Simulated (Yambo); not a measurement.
Yambo input for CsLiSO5H4 (space group Cm, No. 8) (a = b = 6.710 Å, c = 4.812 Å, α = β = 107.13°, γ = 50.65°), on PBEsol (Quantum ESPRESSO, PseudoDojo norm-conserving, 84 Ry, without SOC) wavefunctions on a 4×4×4 mesh:

```
optics
chi
dipoles
kernel
FFTGvecs= 40 Ry
Chimod= "HARTREE"
NGsBlkXd= 3 Ry
% QpntsRXd
 1 | 1 |
%
% BndsRnXd
 2 | 118 |
%
GrFnTpXd= "R"
% EnRngeXd
 0.0 | 20.0 | eV
%
% DmRngeXd
 0.2 | 0.2 | eV
%
CGrdSpXd= 50
ETStpsXd= 161
% LongDrXd
 0.0 | 1.0 | 0.0 |
%
```

First lines of the file o-*.eps_q1_inv_rpa_dyson:

```
Absorption @ Q(1):   0.00000000     1.00000000     0.00000000    [q->0 direction]
#
# [ X ] Hartree size     :   95
# [GEN] GF Energies     : Perdew, Burke & Ernzerhof SOL(X)+Perdew, Burke & Ernzerhof SOL(C)
# [GEN] Green`s Function     : Retarded
#
# [GEN] Gauge     : Length
# [GEN] [r,Vnl] included     : yes
#
#    E[1] [eV]     Im(eps)     Re(eps)     Im(eps_o)     Re(eps_o)
#
     0.000000     0.11969E-14     2.387083     0.67588E-18     2.772499
     0.125000     0.681568E-3     2.387295     0.001031     2.772820
     0.250000     0.001365     2.387933     0.002067     2.773785
     0.375000     0.002054     2.388998     0.003110     2.775397
     0.500000     0.002749     2.390494     0.004164     2.777662
     0.625000     0.003453     2.392426     0.005235     2.780588
     0.750000     0.004168     2.394800     0.006325     2.784188
     0.875000     0.004898     2.397624     0.007441     2.788474
     1.000000     0.005645     2.400908     0.008586     2.793463
     1.125000     0.006411     2.404662     0.009766     2.799176
     1.250000     0.007201     2.408901     0.010987     2.805636
     1.375000     0.008017     2.413640     0.012256     2.812869
     1.500000     0.008865     2.418897     0.013579     2.820908
     1.625000     0.009747     2.424691     0.014965     2.829789
     1.750000     0.010669     2.431046     0.016422     2.839552
     1.875000     0.011637     2.437988     0.017962     2.850245
     2.000000     0.012657     2.445547     0.019597     2.861923
     2.125000     0.013737     2.453758     0.021341     2.874648
     2.250000     0.014885     2.462660     0.023210     2.888491
     2.375000     0.016111     2.472296     0.025225     2.903534
     2.500000     0.017427     2.482720     0.027408     2.919875
     2.625000     0.018849     2.493990     0.029790     2.937623
     2.750000     0.020393     2.506175     0.032404     2.956910
     2.875000     0.022082     2.519356     0.035295     2.977888
     3.000000     0.023942     2.533628     0.038517     3.000740
     3.125000     0.026008     2.549104     0.042141     3.025684
     3.250000     0.028324     2.565920     0.046258     3.052986
     3.375000     0.030948     2.584239     0.050987     3.082968
     3.500000     0.033957     2.604265     0.056492     3.116035
     3.625000     0.037461     2.626249     0.063000     3.152695
     3.750000     0.041612     2.650514     0.070835     3.193600
     3.875000     0.046635     2.677479     0.080479     3.239608
     4.000000     0.052880     2.707696     0.092679     3.291864
```
(The file goes on to the top of the energy range.) Convergence of the RPA response with its 4×4×4 mesh was not tested.

Geometry of the Materials Project entry, not relaxed at this level.
